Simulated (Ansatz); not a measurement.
Zr$_{4}$In$_{5}$Co$_{2}$:
```
CELL_PARAMETERS angstrom
      7.50792     0.00000     0.00000
      0.00000     3.28678     0.00000
     -0.75466     0.00000     9.01188
ATOMIC_POSITIONS crystal
  Zr 0.20033 0.50000 0.44019
  Zr 0.79967 0.50000 0.55981
  Zr 0.81732 0.50000 0.15917
  Zr 0.18268 0.50000 0.84083
  In 0.45971 0.00000 0.66775
  In 0.54029 0.00000 0.33225
  In 0.84245 0.00000 0.85792
  In 0.15755 0.00000 0.14208
  In 0.50000 0.00000 0.00000
  Co 0.92260 0.00000 0.36626
  Co 0.07740 0.00000 0.63374
```

Relaxed with r²SCAN. Special points in fractions of this cell's reciprocal vectors: Γ (0.000, 0.000, 0.000); Z (0.000, 0.500, 0.000); D (0.000, 0.500, 0.500); B (0.000, 0.000, 0.500); A (-0.500, 0.000, 0.500); E (-0.500, 0.500, 0.500); C2 (-0.500, 0.500, 0.000); Y2 (-0.500, 0.000, 0.000).

Q: List the band energies nearest the Fermi level at these points for r²SCAN in the plane-wave PAW code Ansatz.

A: In eV from the Fermi level; about four levels below and three above (degenerate sets whole), none deeper than 8.9 eV; points with the same levels are listed once.

| k | below | above |
|---|---|---|
| Γ | -1.31 -0.74 -0.49 -0.19 | 0.34 0.52 0.68 |
| Z | -0.68 -0.64 -0.46 -0.13 | 0.72 1.48 1.74 |
| D | -0.60 -0.53 -0.51 0.00 | 0.18 1.35 1.72 |
| B | -1.52 -1.52 -0.56 -0.30 -0.16 | 0.37 0.65 0.98 |
| A | -1.51 -1.40 -0.39 -0.26 | 0.61 0.64 0.98 |
| E | -0.73 -0.72 -0.51 -0.15 | 0.58 1.22 1.48 |
| C2 | -0.73 -0.66 -0.59 -0.31 | 0.69 0.84 1.43 |
| Y2 | -0.83 -0.70 -0.38 -0.20 | 0.36 1.02 1.05 |

Space group P2/m. The workflow started from a Materials Project entry (that database holds measured and hypothetical structures alike); the Crystallography Open Database copy checked does not list it. Whether it is the stable phase at ambient conditions was not checked. The cell was relaxed with r²SCAN under the symmetry of its start; its stability against distortions is not shown here. No spin polarisation was allowed. Scalar-relativistic: spin–orbit coupling is off unless named, which matters more the heavier the elements.

Potentials: the later of the program's two PAW sets.
